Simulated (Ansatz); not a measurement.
TaTlP2O8:
```xyz
12
Lattice="5.1989 0.0000 0.0000 -2.5994 4.5024 0.0000 0.0000 0.0000 8.0455" Properties=species:S:1:pos:R:3 pbc="T T T"
Ta     0.0000     0.0000     0.0000
Tl     0.0000     0.0000     4.0228
P      0.0000     3.0016     1.7638
P      2.5994     1.5008     6.2817
O      2.5994     2.9267     6.8951
O      1.3646     0.7879     6.8951
O      3.8343     0.7879     6.8951
O      1.2348     3.7145     1.1504
O      0.0000     1.5757     1.1504
O     -1.2348     3.7145     1.1504
O      0.0000     3.0016     3.2400
O      2.5994     1.5008     4.8055
```

Relaxed with r²SCAN+D4. Special points in fractions of this cell's reciprocal vectors: Γ (0.000, 0.000, 0.000); M (0.500, 0.000, 0.000); K (0.333, 0.333, 0.000); A (0.000, 0.000, 0.500); L (0.500, 0.000, 0.500); H (0.333, 0.333, 0.500).

### Question
List the band energies nearest the valence-band maximum at these points for r²SCAN+D4 in the plane-wave PAW code Ansatz.

### Answer
In eV from the valence-band maximum; about four levels below and three above (degenerate sets whole), none deeper than 8.9 eV; points with the same levels are listed once.

```csv
k,below,above
Γ,-0.50 -0.50 -0.38 -0.38,3.60 3.97 3.97
M,-0.70 -0.41 -0.24 -0.16,3.90 4.71 4.93
K,-0.56 -0.56 -0.27 -0.11,4.56 4.56 4.71
A,-0.68 -0.68 -0.63 -0.25 -0.25,3.60 3.94 3.94
L,-0.96 -0.50 -0.32 0.00,3.86 4.66 4.92
H,-0.73 -0.61 -0.61 -0.01,4.56 4.56 4.66
```

Space group P-3m1. The workflow started from a Materials Project entry (that database holds measured and hypothetical structures alike); the Crystallography Open Database copy checked does not list it. Whether it is the stable phase at ambient conditions was not checked. Symmetry was held in the r²SCAN+D4 relaxation; its stability against distortions is not shown here. The run is not spin-polarised. Scalar-relativistic: spin–orbit coupling is off unless named, which matters more the heavier the elements.

Potentials: the later of the program's two PAW sets.
